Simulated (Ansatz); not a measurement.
ZnCdTe2 in space group R3m (No. 160; Zn on 3a, Cd on 3a, Te on 3a, Te on 3a), DFT-PBEsol in the program Ansatz with PAW potentials. The conduction-band minimum lies at Γ, with 1 equivalent valley. Second derivatives d²E/dk² of the lowest band at one valley (eV·Å²), along Cartesian directions:

| direction | d²E/dk² |
|---|---|
| [100] | 118.7 |
| [010] | 118.7 |
| [001] | 97.24 |
| [110] | 118.7 |
| [101] | 108.0 |
| [011] | 108.0 |

### Question
Find the principal effective masses, the density-of-states mass and the conductivity mass.

### Answer
Off-diagonal terms follow from H_xy = H[110] − (H_xx + H_yy)/2, and m*/mₑ = 7.620 eV·Å² over each eigenvalue: 0.064, 0.064, 0.078. One valley's DOS mass (m₁m₂m₃)^(1/3) = 0.069, conductivity mass 3/(Σ 1/mᵢ) = 0.068 mₑ.

### Question
What effective density of states Nc follows at 300 K for parabolic valleys?

### Answer
Nc = 2.509e19 × 1 × (0.069)^(3/2) ≈ 4.5e17 cm⁻³.

The first step of the workflow began from a Materials Project structure, measured or hypothetical; the Crystallography Open Database copy checked does not list it. Whether it is the stable phase at ambient conditions was not checked. The cell was relaxed with PBEsol under the symmetry of its start; its stability against distortions is not shown here. Spin–orbit coupling is left out wherever it is not named.

Potentials: the later of the program's two PAW sets.

Edges and masses are those of Kohn–Sham bands, whose gap is no quasiparticle gap.
